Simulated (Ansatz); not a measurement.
RuN₂ in space group Pnnm (No. 58; Ru on 2a, N on 4g) under volume change, PBEsol in the plane-wave PAW code Ansatz, shape and atoms relaxed at each volume.

```csv
V (Å³/atom),E − E(relaxed) (meV/atom),P (GPa)
8.000,86.9,38.65
8.263,36.2,23.40
8.527,8.5,10.64
8.791,0.0,0.00
9.055,7.5,-8.87
9.318,28.4,-16.22
9.582,60.2,-22.25
```

Question: What does a third-order Birch–Murnaghan fit give for V₀, B₀ and B′?

Answer: V₀ = 8.79 Å³/atom, B₀ = 322 GPa, B′ = 5.1.

The first step of the workflow began from a Materials Project structure, measured or hypothetical; the Crystallography Open Database copy checked does not list it. Its standing as an ambient phase is unchecked. Symmetry was held in the PBEsol relaxation; its stability against distortions is not shown here. No spin polarisation was allowed. Its formation energy is positive at this level, so the cell may be metastable or incomplete.

Potentials: the later of the program's two PAW sets.
